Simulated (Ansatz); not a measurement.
MgO:
```
MgO
1.0
    3.49395     0.00000     0.00000
   -1.74697     3.02585     0.00000
    0.00000     0.00000     4.19404
Mg O
2 2
Direct
  0.66667   0.33333   0.75000
  0.33333   0.66667   0.25000
  0.66667   0.33333   0.25000
  0.33333   0.66667   0.75000
```

Relaxed with PBEsol. Independent-particle spectrum: no excitons, no local fields, no scissors shift; 0.1 eV broadening; ε₁ of the summed bands alone.

Problem. Tabulate the dielectric function from plane-wave PAW PBEsol (Ansatz code).

Solution. 

| E (eV) | ε₁ xx | ε₂ xx | ε₁ zz | ε₂ zz |
|---|---|---|---|---|
| 0.0 | 3.03 | 0.00 | 3.01 | 0.00 |
| 0.5 | 3.04 | 0.00 | 3.01 | 0.00 |
| 1.0 | 3.06 | 0.00 | 3.04 | 0.00 |
| 1.5 | 3.10 | 0.00 | 3.08 | 0.00 |
| 2.0 | 3.16 | 0.00 | 3.15 | 0.00 |
| 2.5 | 3.25 | 0.00 | 3.26 | 0.00 |
| 3.0 | 3.38 | 0.00 | 3.46 | 0.00 |
| 3.5 | 3.60 | 0.00 | 3.77 | 0.47 |
| 4.0 | 4.11 | 0.08 | 3.57 | 0.72 |
| 4.5 | 4.15 | 0.93 | 3.46 | 0.82 |
| 5.0 | 3.90 | 1.22 | 3.42 | 0.89 |
| 5.5 | 3.74 | 1.39 | 3.44 | 0.98 |
| 6.0 | 3.63 | 1.50 | 3.48 | 1.10 |
| 6.5 | 3.61 | 1.61 | 3.52 | 1.30 |
| 7.0 | 3.71 | 1.76 | 3.47 | 1.58 |
| 7.5 | 3.99 | 2.20 | 3.16 | 1.69 |
| 8.0 | 3.38 | 3.49 | 3.19 | 3.13 |
| 8.5 | 3.43 | 2.99 | 2.60 | 1.50 |
| 9.0 | 1.74 | 4.05 | 3.28 | 1.51 |
| 9.5 | 0.75 | 3.00 | 4.07 | 2.04 |
| 10.0 | 0.86 | 1.76 | 1.23 | 3.43 |
| 10.5 | 1.72 | 1.74 | 2.77 | 2.23 |
| 11.0 | 1.77 | 2.38 | 1.52 | 4.52 |
| 11.5 | 1.28 | 2.13 | 1.08 | 1.96 |
| 12.0 | 1.43 | 1.97 | 1.49 | 1.95 |

With all bands, ε∞ without local fields is 3.17 (xx = yy), 3.13 (zz). DFPT, with local fields, gives 3.05 (xx = yy), 3.07 (zz).

Space group P6_3/mmc. The workflow started from a Materials Project entry (that database holds measured and hypothetical structures alike); the Crystallography Open Database copy checked does not list it. It is not the phase usual at ambient conditions (space group No. 225). Symmetry was held in the PBEsol relaxation; phonons on a q-mesh show no instability.

Potentials: the later of the program's two PAW sets.
